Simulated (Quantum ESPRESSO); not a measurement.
Si7Ga, input and log of a self-consistent run

A calculation, not a measurement. The program is pw.x of Quantum ESPRESSO 7.5 (plane-wave density functional theory). The cell is made up: 8 atoms on a zincblende/diamond lattice, with randomly drawn elements, strain and displacements, not relaxed. PseudoDojo standard norm-conserving files (v0.5 for PBE, v0.4.1 for LDA and PBEsol) set the functional; there is no spin polarisation, spin-orbit coupling or dispersion term, and the masses in the input are unused placeholders. A spin-polarised start on this cell or one of its family kept no moment.

Input:

```
&control calculation='scf', pseudo_dir='./dojo.nc.sr.pbe.v0_5.standard.upf', outdir='./o', disk_io='low', tprnfor=.true., tstress=.true. /
&system ibrav=0, nat=8, ntyp=2, nbnd=31, ecutwfc=79.96652505, nosym=.true., tot_charge=0,
 occupations='smearing', smearing='fd', degauss=0.0073498644
/
&electrons conv_thr=7.350e-09, electron_maxstep=60, /
ATOMIC_SPECIES
Ga 1.0 Ga.upf
Si 1.0 Si.upf
CELL_PARAMETERS angstrom
5.3319 0.0 0.0
0.0 5.3319 0.0
0.0 0.0 5.3319
ATOMIC_POSITIONS angstrom
Si -0.129 0.0719 -0.0554
Si -0.0192 2.5385 2.6579
Si 2.5217 0.0765 2.5623
Si 2.5934 2.708 0.0983
Si 1.277 1.4228 1.3153
Ga 1.3501 3.9553 4.0636
Si 4.0238 1.3393 3.943
Si 4.1691 4.0918 1.3728
K_POINTS automatic
6 6 6 1 1 1
```

The log is shortened where brackets say so; the opening notice, blank lines, dates and the lines on written files are dropped, and the path of the files is cut. It prints rydbergs, bohrs and kilobars, and counts compression as positive stress.

```
     Program PWSCF v.7.5
     Parallel version (MPI & OpenMP), running on       4 processor cores
     Number of MPI processes:                 4
     Threads/MPI process:                     1
     [start-up lines left out]
     bravais-lattice index     =            0
     lattice parameter (alat)  =      10.0758  a.u.
     unit-cell volume          =    1022.9222 (a.u.)^3
     number of atoms/cell      =            8
     number of atomic types    =            2
     number of electrons       =        41.00
     number of Kohn-Sham states=           31
     kinetic-energy cutoff     =      79.9665  Ry
     charge density cutoff     =     319.8661  Ry
     scf convergence threshold =      7.3E-09
     mixing beta               =       0.7000
     number of iterations used =            8  plain     mixing
     Exchange-correlation= PBE
                           (   1   4   3   4   0   0   0)
     [axes and pseudopotential details left out]
   Cartesian axes
     site n.     atom                  positions (alat units)
         1        Si     tau(   1) = (  -0.0241940   0.0134849  -0.0103903  )
         2        Si     tau(   2) = (  -0.0036010   0.4760967   0.4984902  )
         3        Si     tau(   3) = (   0.4729459   0.0143476   0.4805604  )
         4        Si     tau(   4) = (   0.4863932   0.5078865   0.0184362  )
         5        Si     tau(   5) = (   0.2395019   0.2668467   0.2466850  )
         6        Ga     tau(   6) = (   0.2532118   0.7418181   0.7621298  )
         7        Si     tau(   7) = (   0.7546653   0.2511863   0.7395112  )
         8        Si     tau(   8) = (   0.7819164   0.7674187   0.2574692  )
     number of k points=   108  Fermi-Dirac smearing, width (Ry)=  0.0073
     Number of k-points >= 100: set verbosity='high' to print them.
     Dense  grid:    98985 G-vectors     FFT dimensions: (  60,  60,  60)
     Estimated max dynamical RAM per process >     276.24 MB
     Estimated total dynamical RAM >       1.01 GB
     Initial potential from superposition of free atoms
     starting charge      40.9930, renormalised to      41.0000
     Starting wfcs are   37 randomized atomic wfcs
     total cpu time spent up to now is        5.1 secs
     per-process dynamical memory:   236.0 Mb
     Self-consistent Calculation
     iteration #  1     ecut=    79.97 Ry     beta= 0.70
     Davidson diagonalization with overlap
     ethr =  1.00E-02,  avg # of iterations =  5.2
     Threshold (ethr) on eigenvalues was too large:
     Diagonalizing with lowered threshold
     Davidson diagonalization with overlap
     ethr =  4.83E-04,  avg # of iterations =  4.0
     total cpu time spent up to now is       29.2 secs
     total energy              =    -212.01312587 Ry
     estimated scf accuracy    <       0.21771282 Ry
     iteration #  2     ecut=    79.97 Ry     beta= 0.70
     Davidson diagonalization with overlap
     ethr =  5.31E-04,  avg # of iterations =  1.6
     total cpu time spent up to now is       37.5 secs
     total energy              =    -212.02535621 Ry
     estimated scf accuracy    <       0.01773833 Ry
     iteration #  3     ecut=    79.97 Ry     beta= 0.70
     Davidson diagonalization with overlap
     ethr =  4.33E-05,  avg # of iterations =  8.0
     total cpu time spent up to now is       52.2 secs
     total energy              =    -212.02817705 Ry
     estimated scf accuracy    <       0.01244468 Ry
     iteration #  4     ecut=    79.97 Ry     beta= 0.70
     Davidson diagonalization with overlap
     ethr =  3.04E-05,  avg # of iterations =  2.4
     total cpu time spent up to now is       61.8 secs
     total energy              =    -212.03105700 Ry
     estimated scf accuracy    <       0.00047417 Ry
     iteration #  5     ecut=    79.97 Ry     beta= 0.70
     Davidson diagonalization with overlap
     c_bands:  1 eigenvalues not converged
     ethr =  1.16E-06,  avg # of iterations =  7.9
     total cpu time spent up to now is       75.6 secs
     total energy              =    -212.03115783 Ry
     estimated scf accuracy    <       0.00007825 Ry
     iteration #  6     ecut=    79.97 Ry     beta= 0.70
     Davidson diagonalization with overlap
     ethr =  1.91E-07,  avg # of iterations =  2.0
     total cpu time spent up to now is       88.0 secs
     total energy              =    -212.03117711 Ry
     estimated scf accuracy    <       0.00001075 Ry
     iteration #  7     ecut=    79.97 Ry     beta= 0.70
     Davidson diagonalization with overlap
     ethr =  2.62E-08,  avg # of iterations =  2.0
     total cpu time spent up to now is       98.2 secs
     total energy              =    -212.03117951 Ry
     estimated scf accuracy    <       0.00000025 Ry
     iteration #  8     ecut=    79.97 Ry     beta= 0.70
     Davidson diagonalization with overlap
     ethr =  6.06E-10,  avg # of iterations =  3.9
     total cpu time spent up to now is      111.0 secs
     total energy              =    -212.03117965 Ry
     estimated scf accuracy    <       0.00000012 Ry
     iteration #  9     ecut=    79.97 Ry     beta= 0.70
     Davidson diagonalization with overlap
     ethr =  2.87E-10,  avg # of iterations =  2.0
     total cpu time spent up to now is      121.3 secs
     total energy              =    -212.03117967 Ry
     estimated scf accuracy    <       0.00000001 Ry
     iteration # 10     ecut=    79.97 Ry     beta= 0.70
     Davidson diagonalization with overlap
     ethr =  2.52E-11,  avg # of iterations =  2.0
     total cpu time spent up to now is      131.9 secs
     End of self-consistent calculation
     Number of k-points >= 100: set verbosity='high' to print the bands.
     the Fermi energy is     6.9598 ev
!    total energy              =    -212.03117968 Ry
     estimated scf accuracy    <          6.8E-10 Ry
     smearing contrib. (-TS)   =      -0.00630333 Ry
     internal energy E=F+TS    =    -212.02487635 Ry
     The total energy is F=E-TS. E is the sum of the following terms:
     one-electron contribution =     -84.82194543 Ry
     hartree contribution      =      67.06322900 Ry
     xc contribution           =     -63.75030079 Ry
     ewald contribution        =    -130.51585912 Ry
     convergence has been achieved in  10 iterations
     Forces acting on atoms (cartesian axes, Ry/au):
     atom    1 type  2   force =     0.07485438   -0.00648423    0.00718258
     atom    2 type  2   force =     0.00149686    0.09084723    0.01220591
     atom    3 type  2   force =     0.05454955   -0.04571984    0.03942592
     atom    4 type  2   force =     0.09777700    0.00785901   -0.01258435
     atom    5 type  2   force =    -0.00616026   -0.05229405   -0.04715814
     atom    6 type  1   force =    -0.02180721    0.03509207   -0.03884123
     atom    7 type  2   force =    -0.11562937    0.00675075    0.01465203
     atom    8 type  2   force =    -0.08508094   -0.03605094    0.02511726
     Total force =     0.248020     Total SCF correction =     0.000132
     Computing stress (Cartesian axis) and pressure
          total   stress  (Ry/bohr**3)                   (kbar)     P=      111.53
   0.00068533  -0.00009487  -0.00010482          100.82      -13.96      -15.42
  -0.00009487   0.00077915  -0.00048489          -13.96      114.62      -71.33
  -0.00010482  -0.00048489   0.00081005          -15.42      -71.33      119.16
     init_run     :      4.66s CPU      4.81s WALL (       1 calls)
     electrons    :    125.80s CPU    126.86s WALL (       1 calls)
     forces       :      2.35s CPU      2.36s WALL (       1 calls)
     stress       :      8.29s CPU      8.29s WALL (       1 calls)
     [timing details left out]
     PWSCF        :   2m21.42s CPU   2m22.72s WALL
     JOB DONE.
```

In other units: free energy -2884.831 eV for the cell, pressure 11.15 GPa, largest force component 2.973 eV/Å. A rerun of a related cell, with the same atoms placed differently, at 1377 eV and a 8 x 8 x 8 mesh moved values by no more than 0.003 eV in energy, 0.11 GPa in stress and 0.015 eV/Å in force.